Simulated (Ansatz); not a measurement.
# A vibration from a frozen displacement in KMgF3

Level of theory: Ansatz 0.2.0, DFT PBEsol, scalar-relativistic, plane waves, PAW. The runs took a 420 eV cutoff, a Γ-centred 6×6×6 mesh and Gaussian smearing (0.05 eV). No spin polarisation. Energies are free energies at this smearing, counted from the undisturbed cell; pressure is positive in compression.

Reference structure (as given, not relaxed at this level; it stands at 0.3 GPa, and it needn't be the usual structure):

```
K Mg F
1.0
     3.98590    0.00000    0.00000
     0.00000    3.98590    0.00000
     0.00000    0.00000    3.98590
K Mg F
1 1 3
Direct
  0.50000 0.50000 0.50000
  0.00000 0.00000 0.00000
  0.50000 0.00000 0.00000
  0.00000 0.50000 0.00000
  0.00000 0.00000 0.50000
```

Every Mg atom is moved by x along the Cartesian unit vector (0.000, 0.000, 1.000); the cell and all other atoms stay fixed. The cell's volume is 63.33 Å³; the moved atoms weigh 24.305 u together and the others 96.094 u. Some rows repeat others by symmetry and weren't run.

```
  x (Å)  ΔE (meV/cell) total force on the moved atoms along the move (eV/Å) pressure (GPa)
-0.1000          47.42                                                0.9780          0.6929
-0.0875          36.04                                                0.8436          0.6005
-0.0750          26.31                                                0.7141          0.5209
-0.0625          18.17                                                0.5887          0.4540
-0.0500          11.58                                                0.4668          0.3996
-0.0375           6.49                                                0.3477          0.3576
-0.0250           2.88                                                0.2306          0.3276
-0.0125           0.72                                                0.1150          0.3096
 0.0000           0.00                                                0.0000          0.3036
 0.0125           0.72                                               -0.1150          0.3096
 0.0250           2.88                                               -0.2306          0.3276
 0.0375           6.49                                               -0.3477          0.3576
 0.0500          11.58                                               -0.4668          0.3996
 0.0625          18.17                                               -0.5887          0.4540
 0.0750          26.31                                               -0.7141          0.5209
 0.0875          36.04                                               -0.8436          0.6005
 0.1000          47.42                                               -0.9780          0.6929
```

Task: What frequency belongs to this motion?

Result: The force constant is k = −dF/dx = 9.200 eV/Å², from the parabola through x = -0.0125, 0 and 0.0125. In every cell the moved atoms swing against the rest, so the mass is μ = m₁m₂/(m₁ + m₂) = 19.399 u, and ν̃ = 521.5 cm⁻¹ × √(|k|/μ) = 359 cm⁻¹. The pattern needn't be a normal mode: ν̃² is then a weighted mean of the squared nonzero frequencies at the zone centre of this cell, taken without macroscopic field, so it lies between the lowest and the highest of them.

Task: How far does the harmonic law reach?

Result: At x = -0.100 Å, kx²/2 = 46.00 meV against the computed 47.42 meV (+3.1 %): the well is still close to harmonic there.

Task: The pressure changes with x². What does that say about the frequency under compression?

Result: With E = k(V)x²/2, k ∝ V^(−2γ) and x scaling with the cell as V^(1/3), P − P0 = −∂E/∂V = (2γ − 2/3) ΔE/V. At x = 0.0250 Å, V(P − P0) = 63.33 × 0.02398 / 160.2 eV = 9.48 meV and ΔE = 2.88 meV, so γ = 1/3 + V(P − P0)/(2ΔE) = 1.98. This is the Grüneisen parameter of the motion under uniform scaling of the cell: shrinking the cell evenly by 1 % in volume raises the frequency by about 1.98 %.